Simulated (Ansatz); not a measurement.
# Relaxing a structure of Y

The start is a randomly generated symmetric cell of Y (space group No. 19). The structure is fully relaxed (lattice and positions, P = 0) with r2SCAN (plane waves to 500 eV, PAW, scalar-relativistic; Ansatz, an electronic-structure program). First-step values are on the input's coarse k-mesh.

Ansatz input (later rounds restart from its end on a renewed k-mesh):
Ansatz 0.2 input:
```yaml
crystal:
  lattice:
    - [4.9587767, 0, 0]
    - [0, 5.4324993, 0]
    - [0, 0, 5.4976534]
  atoms:
    - { symbol: Y, position: [0.653919, 0.44939253, 0.95246023] }
    - { symbol: Y, position: [0.346081, 0.94939253, 0.54753977] }
    - { symbol: Y, position: [0.153919, 0.05060747, 0.04753977] }
    - { symbol: Y, position: [0.846081, 0.55060747, 0.45246023] }
basis: { ecutwfc: 500, ecutrho_ratio: 4, xc_grid: 4, fft_grid_basis: typed }
kpoints: { mp_grid: { grid: [7, 6, 6] } }
hamiltonian:
  xc: r2scan
  dispersion: none
  pseudopotentials: { kind: paw }
scf: { occupations: { method: fermi_dirac, width: 0.05 } }
relax: { f_tol: 0.01, max_steps: 100, cell: { stress_tol: 0.02 } }
output: { forces: true, stress: true }
```

Problem. What is the largest force in the starting geometry, and on which atom (counted from 1)?

Solution. 1.29 eV/Å, on Y1, Y2, Y3, Y4 (atoms numbered as listed).

Problem. By how much does the energy per atom fall from start to end?

Solution. 1.00 eV/atom.

Problem. How does the volume change?

Solution. -9.6 %, from 37.02 to 33.46 Å³/atom.

Problem. Is the relaxed structure metallic? Give its gap.

Solution. Zero (metallic).

Problem. Give the final cell and atomic positions.

Solution. 
Space group P6₃/mmc (No. 194); a = b = 3.6831 Å, c = 5.6969 Å, α = β = 90.00°, γ = 120.00°

| atom | site | symmetry | x | y | z |
|---|---|---|---|---|---|
| Y | 2d | -6m2 | 0.6667 | 0.3333 | 0.2500 |

Final values are on a 15×15×8 k-mesh of the relaxed cell. No spin polarisation in the result.

The run could not lose the symmetry of its start.
